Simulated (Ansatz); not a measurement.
Starting cell, CuI (zinc blende):

```xyz
2
Lattice="0.0000 3.0397 3.0397 3.0397 0.0000 3.0397 3.0397 3.0397 0.0000" Properties=species:S:1:pos:R:3 pbc="T T T"
I      4.5595     4.5595     4.5595
Cu     0.0000     0.0000     0.0000
```

In this cell atom 1 (I, nearest neighbour Cu at 2.632 Å; its periodic images, 4.3 Å or more away, move with it) is moved by s along Cartesian [110], unit vector (0.707, 0.707, 0.000); all other atoms and the cell stay fixed.

Level of theory: PBE (plane waves to 420 eV, PAW, scalar-relativistic; Ansatz, a program for electronic structure). k mesh 8×8×8 (Γ-centred), Fermi-Dirac smearing 0.05 eV. The energy includes the smearing's −TS. CuI is run without spin polarisation. CuI was relaxed with its symmetry unable to fall. Spin-orbit coupling is left out, though I is heavy. ΔE is measured from the undisplaced structure.

Successive frames, forces in eV/Å:

```
frame         ΔE (meV/cell)                   F on I1                 F on Cu2
------------  -------------  ------------------------  -----------------------
s = -0.158 Å             30    (0.283, 0.283, -0.147)  (-0.283, -0.283, 0.147)
s = 0.000 Å               0     (0.000, 0.000, 0.000)    (0.000, 0.000, 0.000)
s = 0.158 Å              30  (-0.283, -0.283, -0.147)    (0.283, 0.283, 0.147)
s = 0.316 Å             137  (-0.699, -0.699, -0.629)    (0.699, 0.699, 0.629)
```

Task: What are the energy and the forces in the next frame, s = 0.474 Å?

Result: ΔE (meV/cell) = 361.

| atom | Fx | Fy | Fz |
|---|---|---|---|
| I1 | -1.363 | -1.363 | -1.574 |
| Cu2 | 1.363 | 1.363 | 1.574 |

(For displaced atoms, the force is minus the slope of the energy, and its curvature is a force constant, which sets phonon frequencies.)
